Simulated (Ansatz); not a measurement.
MgCu₂SiS₄ in space group Pmn2_1 (No. 31; Pearson symbol oP16), the program Ansatz at the PBEsol level (PAW). The conduction-band minimum lies at Γ, with 1 equivalent valley. Second derivatives d²E/dk² of the lowest band at one valley (eV·Å²), along Cartesian directions:

```json
[
 {"direction": "[100]", "d²E/dk²": "34.12"},
 {"direction": "[010]", "d²E/dk²": "29.20"},
 {"direction": "[001]", "d²E/dk²": "35.60"},
 {"direction": "[110]", "d²E/dk²": "31.66"},
 {"direction": "[101]", "d²E/dk²": "34.88"},
 {"direction": "[011]", "d²E/dk²": "32.41"}
]
```

Task: Find the principal effective masses, the density-of-states mass and the conductivity mass.

Result: Off-diagonal terms follow from H_xy = H[110] − (H_xx + H_yy)/2, and m*/mₑ = 7.620 eV·Å² over each eigenvalue: 0.21, 0.22, 0.26. One valley's DOS mass (m₁m₂m₃)^(1/3) = 0.23, conductivity mass 3/(Σ 1/mᵢ) = 0.23 mₑ.

Task: What effective density of states Nc follows at 300 K for parabolic valleys?

Result: Nc = 2.509e19 × 1 × (0.23)^(3/2) ≈ 2.8e18 cm⁻³.

The workflow started from a Materials Project entry (that database holds measured and hypothetical structures alike); the Crystallography Open Database files this formula in space group No. 31, but the cells were not matched. Whether it is the stable phase at ambient conditions was not checked. The cell was relaxed with PBEsol under the symmetry of its start; its stability against distortions is not shown here. No spin polarisation was allowed.

Potentials: the later of the program's two PAW sets.

Edges and masses are those of Kohn–Sham bands, whose gap is no quasiparticle gap.
